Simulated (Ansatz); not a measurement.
The calculation used Ansatz 0.2.0, DFT PBE, scalar-relativistic, plane waves, PAW. All cells share a 420 eV cutoff and Γ-centred k meshes spaced at most about 0.3 Å⁻¹ (about 0.25 or finer for metals, 2π included). Collinear spin in cells that started with moments and kept them past the coarse steps, no spin elsewhere.

These are static total energies at zero pressure.

Two relaxed structures of MnGaC6N6:

1. (site moments Mn 1.6 μB)

```cif
data_structure
_symmetry_space_group_name_H-M 'Fm-3m'
_symmetry_Int_Tables_number 225
_cell_length_a 10.3084
_cell_length_b 10.3084
_cell_length_c 10.3084
_cell_angle_alpha 90.000
_cell_angle_beta 90.000
_cell_angle_gamma 90.000
_cell_volume 1095.42
loop_
_atom_site_label
_atom_site_type_symbol
_atom_site_symmetry_multiplicity
_atom_site_Wyckoff_symbol
_atom_site_fract_x
_atom_site_fract_y
_atom_site_fract_z
_atom_site_occupancy
Mn1 Mn 4 a 0.00000 0.00000 0.00000 1
Ga1 Ga 4 b 0.50000 0.00000 0.00000 1
C1 C 24 e 0.18966 0.00000 0.00000 1
N1 N 24 e 0.30278 0.00000 0.00000 1
```

2. (site moments Mn 1.6 μB)

```cif
data_structure
_symmetry_space_group_name_H-M 'Fm-3m'
_symmetry_Int_Tables_number 225
_cell_length_a 10.4602
_cell_length_b 10.4602
_cell_length_c 10.4602
_cell_angle_alpha 90.000
_cell_angle_beta 90.000
_cell_angle_gamma 90.000
_cell_volume 1144.50
loop_
_atom_site_label
_atom_site_type_symbol
_atom_site_symmetry_multiplicity
_atom_site_Wyckoff_symbol
_atom_site_fract_x
_atom_site_fract_y
_atom_site_fract_z
_atom_site_occupancy
Mn1 Mn 4 b 0.50000 0.00000 0.00000 1
Ga1 Ga 4 a 0.00000 0.00000 0.00000 1
C1 C 24 e 0.20411 0.00000 0.00000 1
N1 N 24 e 0.31554 0.00000 0.00000 1
```

Problem. Which arrangement of the elements on these sites is preferred, and by what margin?

Solution. Cell 1 is lower, by 115 meV/atom. The two share one framework of sites and differ in which element sits where. Cell 1 has space group Fm-3m (No. 225), 19.6 Å³/atom and no gap on its mesh; cell 2 has space group Fm-3m (No. 225), 20.4 Å³/atom and no gap. The shortest distance is 1.17 Å (C–N) in cell 1 and 1.17 Å (C–N) in cell 2. The denser one is the lower, and pressure would at first widen the difference. Even the lower one lies +0.29 eV/atom against the reference forms of the elements (uncorrected), so neither is stable at this level. In cell 1, around Mn lie 6 C at 1.96 Å; Ga is surrounded by 6 N at 2.03 Å; C has 1 N at 1.17 Å and 1 Mn at 1.96 Å; N is surrounded by 1 C at 1.17 Å and 1 Ga at 2.03 Å. In cell 2, Mn is surrounded by 6 N at 1.93 Å; Ga has 6 C at 2.14 Å; C is surrounded by 1 N at 1.17 Å and 1 Ga at 2.14 Å; around N lie 1 C at 1.17 Å and 1 Mn at 1.93 Å. Both come from invented guesses.

The magnetic state reached may not be the lowest. Cells relaxed within their symmetry can be saddle points.
